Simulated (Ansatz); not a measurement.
Here is an unrelaxed guess for CrPS3.

```
Cr P S
1.0
     4.48381    0.00000    0.00000
     0.00000    4.48381    0.00000
     0.00000    0.00000    4.48381
Cr P S
1 1 3
Direct
  0.00000 0.00000 0.00000
  0.50000 0.50000 0.50000
  0.50000 0.00000 0.00000
  0.00000 0.50000 0.00000
  0.00000 0.00000 0.50000
```

Level of theory: DFT PBE, scalar-relativistic, plane waves, PAW in Ansatz. Settings: cutoff 420 eV, Γ-centred mesh 4×4×4 on the computed 5-atom cell, Gaussian smearing of 0.10 eV; collinear spin from starting moments 3.0 0.0 0.0 0.0 0.0 μB.

Energies over the elements count from the elements' standard structures at the same level, with no fitted energy shifts. The references include black phosphorus.

Question: Estimate its pressure, forces and energy as it stands.

Answer: The pressure is -0.4 GPa (near zero), the largest force is 0.00 eV/Å (symmetry fixes the atoms), and the energy is +0.52 eV/atom against the elements. The shortest distance is 2.24 Å.

Question: Is it a good guess?

Answer: A good one: relaxing gains under 0.1 eV/atom (the start's value is from the coarse mesh, so the gain is rough) in 4 ionic steps and ends at +0.54 eV/atom on the finer mesh. The symmetry stays Pm-3m (No. 221). The end has the cubic perovskite type. The volume per atom grows by 1.4 %, from 18.0 to 18.3 Å³. The shortest distance goes from 2.24 Å (Cr–S) to 2.25 Å (Cr–S). Conventional cell: a = 4.504 Å. Around Cr lie 6 S at 2.25 Å; P is surrounded by 12 S at 3.18 Å (long contacts); around S lie 2 Cr at 2.25 Å, 4 P at 3.18 Å and 8 S at 3.18 Å.

The last run used collinear spin, an 8×8×8 mesh for its 5-atom cell and Gaussian smearing of 0.10 eV. No Hubbard U is applied to the 3d shell of Cr. The reference forms of P and S are held partly by dispersion forces, which this level lacks. The magnetic state reached may not be the lowest. The relaxation can't lower the symmetry of the start, and the grade says only how near the guess is to its own end. Symmetry constrained the relaxation, so the result can be a saddle point.
